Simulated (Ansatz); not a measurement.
## Bond compression in RuRh

```xyz
2
Lattice="2.7094 0.0000 0.0000 -1.3547 2.3464 0.0000 0.0000 0.0000 4.2984" Properties=species:S:1:pos:R:3 pbc="T T T"
Ru    0.0000    0.0000    2.1492
Rh    1.3547    0.7821    0.0000
```

The cell is Materials Project entry mp-1219503, used as a structure alone.

Its shortest bond, of 2.658 Å between atom 1 (Ru) and the nearest image of atom 2 (Rh), is scaled by moving both atoms along it, with the cell held. The force apart is half the difference of the two atoms' forces along the bond; it holds the pull and push of their other neighbours too.

Computed with Ansatz 0.2.0; functional PBEsol, scalar-relativistic. Settings: a Γ-centred 13×13×7 k mesh, Fermi–Dirac smearing of 0.05 eV, no spin polarisation. Methods: LAPW: all electrons, basis error target 1 meV/atom; PAW: frozen-core files, cutoff 420 eV.

Energies are extrapolated to zero smearing and count from the unscaled cell; pressure is positive in compression; gaps take the mesh and a band path. No temperature or zero-point motion is included.

The PAW files were made under PBE.

```
bond (Å)  force apart (eV/Å)  P LAPW (GPa)  ΔE LAPW (eV/atom)  P PAW − LAPW (GPa)  ΔE PAW − LAPW (meV/atom)  force PAW − LAPW (eV/Å)
   2.658                0.00         -5.68              0.000                0.02                       0.0                    0.000
   2.499                1.54         -2.41              0.060                0.02                      -0.1                   -0.001
   2.020                   ?             ?              1.444               -0.12                      -2.2                   -0.019
```

Problem. What belongs in the row "2.020", column "P LAPW (GPa)"?

Solution. 56.9.

Problem. Give the missing entry: row "2.020", column "force apart (eV/Å)".

Solution. 12.17.

Problem. How do the Löwdin populations by LAPW change from the unscaled cell to the last row, on the two atoms of the bond?

Solution. Ru1 4d 7.16 → 7.19 electrons an atom. These are projections on the shells that the free atoms fill; 0.19 e a cell lies outside them at the start and 0.19 e at the end.
